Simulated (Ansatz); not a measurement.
AlNi (CsCl type, Pm-3m) under volume change, PBEsol (plane waves, PAW; program Ansatz), scaled uniformly.

```csv
V (Å³/atom),E − E(relaxed) (meV/atom),P (GPa)
10.671,(withheld),(withheld)
11.022,(withheld),(withheld)
11.374,6.0,5.63
11.726,0.0,0.00
12.078,5.4,-4.80
12.429,20.6,-8.89
12.781,44.0,-12.38
```

Q: Complete the blanks.

A: 
- 10.671, E − E(relaxed) (meV/atom): 60.6
- 10.671, P (GPa): 20.01
- 11.022, E − E(relaxed) (meV/atom): 25.4
- 11.022, P (GPa): 12.24

Q: What does a third-order Birch–Murnaghan fit give for V₀, B₀ and B′?

A: V₀ = 11.73 Å³/atom, B₀ = 173 GPa, B′ = 4.3.

Symmetry was held in the PBEsol relaxation. The workflow began spin-polarised and lost its moments.

Potentials: the later of the program's two PAW sets.
